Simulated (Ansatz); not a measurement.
GaN (zinc blende)

```cif
data_Ga4N4
_chemical_formula_sum 'N4 Ga4'
_space_group_name_H-M_alt 'F-43m'
_space_group_IT_number 216
_space_group_name_Hall 'F -4 2 3'
_cell_length_a 4.49791
_cell_length_b 4.49791
_cell_length_c 4.49791
_cell_angle_alpha 90.000
_cell_angle_beta 90.000
_cell_angle_gamma 90.000
loop_
_atom_site_label
_atom_site_type_symbol
_atom_site_symmetry_multiplicity
_atom_site_Wyckoff_symbol
_atom_site_fract_x
_atom_site_fract_y
_atom_site_fract_z
_atom_site_occupancy
N1 N 4 c 0.25000 0.25000 0.25000 1
Ga1 Ga 4 a 0.00000 0.00000 0.00000 1
```
(The calculation used a cell of 2 atoms; values per cell refer to that cell.)

Grid over V/V₀ and (c/a)/(c/a)₀, subscript 0 meaning the relaxed cell; the conventional c axis lies along z; no internal relaxation.

Method: r2SCAN (plane waves to 500 eV, PAW, scalar-relativistic; Ansatz, an electronic-structure program). k mesh 13×13×13 (Γ-centred), Fermi-Dirac smearing 0.05 eV. Energies are smeared free energies. GaN was relaxed with its symmetry unable to fall.

Changes of ΔE (kJ/mol of atoms) from the point V/V₀ = 1.000, (c/a)/(c/a)₀ = 1.000 when one coordinate moves alone (two changes are said to add if the coupling is within 5 % of the smaller one, nearly so within 20 %):

```csv
point,change
"V/V₀ = 1.000, (c/a)/(c/a)₀ = 0.960",0.470
"V/V₀ = 1.000, (c/a)/(c/a)₀ = 0.980",0.119
"V/V₀ = 0.960, (c/a)/(c/a)₀ = 1.000",1.157
"V/V₀ = 0.980, (c/a)/(c/a)₀ = 1.000",0.279
"V/V₀ = 1.020, (c/a)/(c/a)₀ = 1.000",0.260
"V/V₀ = 1.040, (c/a)/(c/a)₀ = 1.000",1.005
"V/V₀ = 1.000, (c/a)/(c/a)₀ = 1.020",0.122
"V/V₀ = 1.000, (c/a)/(c/a)₀ = 1.040",0.493
```

### Question
Do the two effects add at V/V₀ = 1.020, (c/a)/(c/a)₀ = 1.040? Give the computed change.

### Answer
The sum of the single changes is 0.260 + (0.493) = 0.753; the calculation gives 0.767, so the coupling contributes 0.014 (under 20 % of the smaller single change, nearly additive).

### Question
Do the two effects add at V/V₀ = 1.040, (c/a)/(c/a)₀ = 1.040? Give the computed change.

### Answer
The sum of the single changes is 1.005 + (0.493) = 1.498; the calculation gives 1.525, so the coupling contributes 0.027 (under 20 % of the smaller single change, nearly additive).

### Question
What is the change at V/V₀ = 1.040, (c/a)/(c/a)₀ = 0.980, where both move, and how far is it from the sum?

### Answer
The sum of the single changes is 1.005 + (0.119) = 1.124; the calculation gives 1.132, so the coupling contributes 0.008 (under 20 % of the smaller single change, nearly additive).

(Under strain, the slope of the energy per volume gives the stress and its curvature an elastic modulus.)
